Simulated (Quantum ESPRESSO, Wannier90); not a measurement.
## Tight-binding from DFT: Ta₂Si (I4/mcm)

Materials Project entry mp-2783; symmetrised, unrelaxed at this level. Not found in the COD (Crystallography Open Database) copy used; not checked further. Computed values, not measurements, from PBEsol: Quantum ESPRESSO (norm-conserving PseudoDojo potentials, cutoff 47 Ry, no spin polarisation, no spin-orbit coupling) on a Γ-centred 4×4×4 mesh, then Wannier90. Density: 8×8×8 mesh, cold smearing 0.01 Ry. Spin-orbit coupling is left out although heavy elements are present.

On the energy scale of pw.x, whose zero is arbitrary, the Fermi level lies at 17.29 eV.

Input w.win:

```
num_bands = 12
num_wann = 12
exclude_bands = 1-4,17-80
num_iter = 1000
conv_tol = 1.0e-6
conv_window = 4
write_hr = true
write_u_matrices = true
auto_projections = true
begin unit_cell_cart
ang
   -3.0877650000    3.0877650000    2.5236400000
    3.0877650000   -3.0877650000    2.5236400000
    3.0877650000    3.0877650000   -2.5236400000
end unit_cell_cart
begin atoms_frac
Ta  -0.3364100000 -0.1635900000  0.5000000000
Ta   0.3364100000  0.1635900000  0.5000000000
Ta  -0.1635900000  0.3364100000  0.1728200000
Ta   0.1635900000 -0.3364100000 -0.1728200000
Si   0.2500000000  0.2500000000  0.0000000000
Si  -0.2500000000 -0.2500000000  0.0000000000
end atoms_frac
mp_grid = 4 4 4
begin kpoints
0.0000000000 0.0000000000 0.0000000000
0.0000000000 0.0000000000 0.2500000000
0.0000000000 0.0000000000 0.5000000000
... (61 more lines: the 4x4x4 mesh through Gamma)
end kpoints
```

Input of pw2wannier90.x that gives the overlap and projection files (equivalent; here they were cut from one run over all bands):

```
&inputpp
  outdir = './out'
  prefix = 'pwscf'
  seedname = 'w'
  write_amn = .true.
  write_mmn = .true.
  atom_proj = .true.
  atom_proj_exclude = 1 5 6 7 8 9 10 11 15 16 17 18 19 20 21 25 26 27 28 29 30 31 35 36 37 38 39 40 41 42 43 44 45 46 47 48
/
```

Output w.wout (banner and timings cut):

```
                                    ------
                                    SYSTEM
                                    ------

                              Lattice Vectors (Ang)
                    a_1    -3.087765   3.087765   2.523640
                    a_2     3.087765  -3.087765   2.523640
                    a_3     3.087765   3.087765  -2.523640

                   Unit Cell Volume:      96.24449  (Ang^3)

                        Reciprocal-Space Vectors (Ang^-1)
                    b_1     0.000000   1.017433   1.244866
                    b_2     1.017433   0.000000   1.244866
                    b_3     1.017433   1.017433   0.000000

 *----------------------------------------------------------------------------*
 |   Site       Fractional Coordinate          Cartesian Coordinate (Ang)     |
 +----------------------------------------------------------------------------+
 | ta   1  -0.33641  -0.16359   0.50000   |    2.07751   1.01025  -2.52364    |
 | ta   2   0.33641   0.16359   0.50000   |    1.01025   2.07751   0.00000    |
 | ta   3  -0.16359   0.33641   0.17282   |    2.07751  -1.01025  -0.00000    |
 | ta   4   0.16359  -0.33641  -0.17282   |   -2.07751   1.01025   0.00000    |
 | si   1   0.25000   0.25000   0.00000   |    0.00000   0.00000   1.26182    |
 | si   2  -0.25000  -0.25000   0.00000   |    0.00000   0.00000  -1.26182    |
 *----------------------------------------------------------------------------*
                                ------------
                                K-POINT GRID
                                ------------

             Grid size =  4 x  4 x  4      Total points =   64

 *---------------------------------- MAIN ------------------------------------*
 |  Number of Wannier Functions               :                12             |
 |  Number of Objective Wannier Functions     :                12             |
 |  Number of input Bloch states              :                12             |
 |  Output verbosity (1=low, 5=high)          :                 1             |
 |  Timing Level (1=low, 5=high)              :                 1             |
 |  Optimisation (0=memory, 3=speed)          :                 3             |
 |  Length Unit                               :               Ang             |
 |  Post-processing setup (write *.nnkp)      :                 F             |
 |  Using Gamma-only branch of algorithms     :                 F             |
 *----------------------------------------------------------------------------*
 *------------------------------- WANNIERISE ---------------------------------*
 |  Total number of iterations                :              1000             |
 |  Number of CG steps before reset           :                 5             |
 |  Trial step length for line search         :             2.000             |
 |  Convergence tolerence                     :         0.100E-05             |
 |  Convergence window                        :                 4             |
 |  Iterations between writing output         :                 1             |
 |  Iterations between backing up to disk     :               100             |
 |  Write r^2_nm to file                      :                 F             |
 |  Write xyz WF centres to file              :                 F             |
 |  Write on-site energies <0n|H|0n> to file  :                 F             |
 |  Use guiding centre to control phases      :                 F             |
 |  Use phases for initial projections        :                 F             |
 *----------------------------------------------------------------------------*
 *-------------------------------- PLOTTING ----------------------------------*
 |  Plotting Hamiltonian in WF basis          :                 T             |
 *----------------------------------------------------------------------------*

 *---------------------------------- K-MESH ----------------------------------*
 +----------------------------------------------------------------------------+
 |                    Distance to Nearest-Neighbour Shells                    |
 |                    ------------------------------------                    |
 |          Shell             Distance (Ang^-1)          Multiplicity         |
 |          -----             -----------------          ------------         |
 |             1                   0.359717                      4            |
 |             2                   0.401937                      8            |
 |             3                   0.508716                      4            |
 |             4                   0.622433                      2            |
 |             5                   0.648341                     16            |
 |             6                   0.718901                      8            |
 |             7                   0.719433                      4            |
 |             8                   0.803875                      8            |
       ... (lines left out)
 +----------------------------------------------------------------------------+
 | The b-vectors are chosen automatically                                     |
 | The following shells are used:                       1,  2                 |
 +----------------------------------------------------------------------------+
 |                        Shell   # Nearest-Neighbours                        |
 |                        -----   --------------------                        |
 |                          1               4                                 |
 |                          2               8                                 |
 +----------------------------------------------------------------------------+
 | Completeness relation is fully satisfied [Eq. (B1), PRB 56, 12847 (1997)]  |
 +----------------------------------------------------------------------------+
 |                  b_k Vectors (Ang^-1) and Weights (Ang^2)                  |
 |                  ----------------------------------------                  |
 |            No.         b_k(x)      b_k(y)      b_k(z)        w_b           |
 |            ---        --------------------------------     --------        |
 |             1         0.254358    0.254358    0.000000     2.573523        |
 |             2        -0.254358   -0.254358    0.000000     2.573523        |
 |             3        -0.254358    0.254358    0.000000     2.573523        |
 |             4         0.254358   -0.254358    0.000000     2.573523        |
 |             5         0.254358    0.000000    0.311216     1.290580        |
 |             6         0.000000    0.254358    0.311216     1.290580        |
 |             7         0.000000   -0.254358    0.311216     1.290580        |
 |             8        -0.254358    0.000000    0.311216     1.290580        |
 |             9        -0.254358    0.000000   -0.311216     1.290580        |
 |            10         0.000000    0.254358   -0.311216     1.290580        |
 |            11         0.000000   -0.254358   -0.311216     1.290580        |
 |            12         0.254358    0.000000   -0.311216     1.290580        |
 +----------------------------------------------------------------------------+
 |                           b_k Directions (Ang^-1)                          |
 |                           -----------------------                          |
 |            No.           x           y           z                         |
 |            ---        --------------------------------                     |
 |             1         0.254358    0.254358    0.000000                     |
 |             2        -0.254358    0.254358    0.000000                     |
 |             3         0.254358    0.000000    0.311216                     |
 |             4         0.000000    0.254358    0.311216                     |
 |             5         0.000000   -0.254358    0.311216                     |
 |             6        -0.254358    0.000000    0.311216                     |
 +----------------------------------------------------------------------------+

 Starting a new Wannier90 calculation ...

 Reading overlaps from w.mmn

 Reading projections from w.amn

 *------------------------------- WANNIERISE ---------------------------------*
 +--------------------------------------------------------------------+<-- CONV
 | Iter  Delta Spread     RMS Gradient      Spread (Ang^2)            |<-- CONV
 +--------------------------------------------------------------------+<-- CONV

 ------------------------------------------------------------------------------
 Initial State
  WF centre and spread    1  (  2.075714,  1.012051, -2.523640 )     0.53482316
  WF centre and spread    2  (  2.074641,  1.009161, -2.523640 )     0.53732305
  WF centre and spread    3  (  2.078604,  1.013124, -2.523640 )     0.53732305
  WF centre and spread    4  (  1.012051,  2.075714, -0.000000 )     0.53482316
  WF centre and spread    5  (  1.013124,  2.078604,  0.000000 )     0.53732305
  WF centre and spread    6  (  1.009161,  2.074641,  0.000000 )     0.53732305
  WF centre and spread    7  (  2.075714, -1.012051, -0.000000 )     0.53482316
  WF centre and spread    8  (  2.074641, -1.009161, -0.000000 )     0.53732305
  WF centre and spread    9  (  2.078604, -1.013124, -0.000000 )     0.53732305
  WF centre and spread   10  ( -2.075714,  1.012051, -0.000000 )     0.53482316
  WF centre and spread   11  ( -2.074641,  1.009161, -0.000000 )     0.53732305
  WF centre and spread   12  ( -2.078604,  1.013124, -0.000000 )     0.53732305
  Sum of centres and spreads (  9.263295,  9.263295, -7.570920 )     6.43787699

      0     0.644E+01     0.0000000000        6.4378769913  <-- CONV
        O_D=      0.0000001 O_OD=      0.0105666 O_TOT=      6.4378770 <-- SPRD
 ------------------------------------------------------------------------------
      1    -0.160E-06     0.0003467999        6.4378768316  <-- CONV
        O_D=      0.0000001 O_OD=      0.0105665 O_TOT=      6.4378768 <-- SPRD
      2    -0.232E-07     0.0001735329        6.4378768084  <-- CONV
        O_D=      0.0000001 O_OD=      0.0105665 O_TOT=      6.4378768 <-- SPRD
      3    -0.253E-09     0.0000183804        6.4378768081  <-- CONV
        O_D=      0.0000001 O_OD=      0.0105665 O_TOT=      6.4378768 <-- SPRD
      4    -0.979E-10     0.0000114724        6.4378768080  <-- CONV
        O_D=      0.0000001 O_OD=      0.0105665 O_TOT=      6.4378768 <-- SPRD
             <<<     Delta < 1.000E-06  over  4 iterations     >>>
             <<< Wannierisation convergence criteria satisfied >>>
 Final State
  WF centre and spread    1  (  2.075714,  1.012051, -2.523640 )     0.53482326
  WF centre and spread    2  (  2.074640,  1.009161, -2.523640 )     0.53732297
  WF centre and spread    3  (  2.078604,  1.013125, -2.523640 )     0.53732297
  WF centre and spread    4  (  1.012051,  2.075714, -0.000000 )     0.53482326
  WF centre and spread    5  (  1.013125,  2.078604,  0.000000 )     0.53732297
  WF centre and spread    6  (  1.009161,  2.074640,  0.000000 )     0.53732297
  WF centre and spread    7  (  2.075714, -1.012051, -0.000000 )     0.53482326
  WF centre and spread    8  (  2.074640, -1.009161, -0.000000 )     0.53732297
  WF centre and spread    9  (  2.078604, -1.013125, -0.000000 )     0.53732297
  WF centre and spread   10  ( -2.075714,  1.012051, -0.000000 )     0.53482326
  WF centre and spread   11  ( -2.074640,  1.009161, -0.000000 )     0.53732297
  WF centre and spread   12  ( -2.078604,  1.013125, -0.000000 )     0.53732297
  Sum of centres and spreads (  9.263295,  9.263295, -7.570920 )     6.43787681

         Spreads (Ang^2)       Omega I      =     6.427310292
        ================       Omega D      =     0.000000063
                               Omega OD     =     0.010566453
    Final Spread (Ang^2)       Omega Total  =     6.437876808
```
